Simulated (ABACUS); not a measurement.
A self-consistent single point of Bi2Te3 (R-3m, 5 atoms in the cell; from Materials Project mp-34202, changed as shown).

```yaml
crystal:
  lattice:
    - [2.21640, 1.27964, 10.78815]
    - [-2.21640, 1.27964, 10.78815]
    - [0.00000, -2.55928, 10.78815]
  atoms:
    - { symbol: Bi, position: [0.60317, 0.60317, 0.60317] }
    - { symbol: Bi, position: [0.39683, 0.39683, 0.39683] }
    - { symbol: Te, position: [0.78319, 0.78319, 0.78319] }
    - { symbol: Te, position: [0.21681, 0.21681, 0.21681] }
    - { symbol: Te, position: [0.00000, 0.00000, 0.00000] }
```

All values come from this method and carry its errors: LDA (PW92), PseudoDojo 0.4 standard norm-conserving LDA (tails mended) pseudopotentials (plane waves; ABACUS 3.10.1).

ABACUS settings:

- KPT = MP 3 3 3 0 0 0
- basis_type = pw
- dft_functional = PWLDA
- ecutwfc = 82.3 Ry
- smearing_method = gaussian
- smearing_sigma = 0.00146997 Ry
- potentials = PseudoDojo 0.4 standard norm-conserving LDA (tails mended)
- symmetry = 1
- ks_solver = dav
- scf_nmax = 100
- scf_thr = 1.0e-09 Ry
- mixing_type = pulay

Results:

* **Number of valence electrons**: 78
* **Number of bands**: 49
* **Number of k-points after the program's reduction**: 6
* **Number of plane waves (most at a k-point)**: 15636
* **Number of SCF iterations**: 10
* **FFT grid**: 125 × 125 × 125
* **Free energy E − TS**: -12981.4609 eV
* **Pressure**: -3.12 GPa
* **Largest force (vector length)**: 0.333 eV/Å

Forces (eV/Å):
| atom | Fx | Fy | Fz |
|---|---|---|---|
| Bi1 | 0.000 | 0.000 | -0.063 |
| Bi2 | 0.000 | 0.000 | 0.063 |
| Te3 | 0.000 | 0.000 | -0.333 |
| Te4 | 0.000 | 0.000 | 0.333 |
| Te5 | 0.000 | 0.000 | 0.000 |

Stress (GPa, positive for compression):
```
-2.81   0.00   0.00
 0.00  -2.81   0.00
 0.00   0.00  -3.75
```

For comparison: a first run was changed to give this one (volume scaled by 1.01), and from it to this one the free energy goes up by 6.6 meV/atom, the pressure goes from -2.73 to -3.12 GPa and the largest force goes from 0.270 to 0.333 eV/Å.

Spin-orbit coupling is left out, which matters for bands and gaps with elements this heavy. The structure comes from a collection of computed structures, made at another level of theory; the collection holds predicted forms beside known ones.

Cost on one core: about 10 core-minutes (a rough figure).

“Tails mended”: in these copies of the files the far tail of each local potential was reset to the Coulomb form.
